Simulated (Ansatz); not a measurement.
Given:

NbSi2:
```
CELL_PARAMETERS angstrom
      4.76913     0.00000     0.00000
     -2.38457     4.13019     0.00000
      0.00000     0.00000     6.57149
ATOMIC_POSITIONS crystal
  Nb 0.50000 0.00000 0.50000
  Nb 0.50000 0.50000 0.83333
  Nb 0.00000 0.50000 0.16667
  Si 0.15949 0.31898 0.50000
  Si 0.84051 0.15949 0.83333
  Si 0.68102 0.84051 0.16667
  Si 0.84051 0.68102 0.50000
  Si 0.15949 0.84051 0.83333
  Si 0.31898 0.15949 0.16667
```

This is the PBEsol-relaxed structure.

### Question
All from PBEsol (plane waves, PAW; program Ansatz), unless another level is named. Predict the electronic character.

### Answer
metallic (no gap).

### Question
Next, the density of states at the Fermi level?

### Answer
0.39 states/eV per atom (mean over ±0.08 eV).

### Question
Next, the formation energy from the elements (no fitted shifts)?

### Answer
-0.66 eV/atom.

Space group P6_222. The cell was relaxed with PBEsol under the symmetry of its start; of distortions, only those at the zone centre were tested. The run is not spin-polarised. The references are the lowest solids computed at this level, not always the standard phases. Spin–orbit coupling is left out wherever it is not named.

Potentials: the later of the program's two PAW sets.
